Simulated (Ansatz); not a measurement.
# ¹⁰¹Ru nuclear quadrupole resonance in Ru at a changed volume

Cell: an entry of the Crystallography Open Database (COD), relaxed with PBE at fixed cell and then changed (volume scaled by 0.94, ions relaxed).

```cif
data_structure
_symmetry_space_group_name_H-M 'P 1'
_symmetry_Int_Tables_number 1
_cell_length_a 2.6506
_cell_length_b 2.6506
_cell_length_c 4.1945
_cell_angle_alpha 90.000
_cell_angle_beta 90.000
_cell_angle_gamma 120.000
_cell_volume 25.52
loop_
_atom_site_label
_atom_site_type_symbol
_atom_site_fract_x
_atom_site_fract_y
_atom_site_fract_z
_atom_site_occupancy
Ru1 Ru 0.33333 0.66667 0.25000 1
Ru2 Ru 0.66667 0.33333 0.75000 1
```

Sites (sets of like atoms) are named by element and the number of their first atom in this list.

Method: Kohn–Sham DFT in Ansatz, PBE, plane waves and PAW, scalar-relativistic, 420 eV cutoff, Γ-centred 20×20×11 k-points, Fermi–Dirac smearing 0.05 eV.

¹⁰¹Ru: I = 5/2, Q = 457.0 mb (year-2017 value). Static lattice, zero field.

**Question.** At which frequencies do the ¹⁰¹Ru NQR lines lie?

**Answer.** For I = 5/2 and η = 0 the lines are 3|C_Q|/20 and twice that; η pulls their ratio below 2.

| site | atoms | V_zz (10²¹ V/m²) | C_Q (MHz) | η | line frequencies (MHz) |
| --- | --- | --- | --- | --- | --- |
| Ru | 1, 2 | -1.34 | -14.8 | 0.00 | 2.22, 4.44 |

**Question.** And for Ru-99 (I = 5/2, Q = 79.00 mb) on Ru?

**Answer.** C_Q scales with Q to -2.56 MHz, with lines at 0.383, 0.767 MHz.

An axis of threefold or higher order runs through Ru, so V_zz lies along it and η is zero.

With no gap above 0.1 eV, as in a metal, the gradients converge slowly in k; expect changes of a tenth or more on a denser mesh. Without spin–orbit coupling (the program notes it for Ru) the gradients can shift somewhat, as the gap is small. With these PAW files V_zz is typically within 2 to 3 % of all-electron values, but misses above 10 % occur on Ru. At this changed cell the PBE pressure is 28 GPa.

The relaxation (1 step) took 4.7 s of wall time (4.6 s of CPU time) and 0.5 GiB at its peak, on 1 thread of Intel Xeon 6975P-C (Granite Rapids) (x86_64; 16 cores open to the job, memory cap 3.0 GiB, no GPU), a shared host with a load of 0.1 a core.
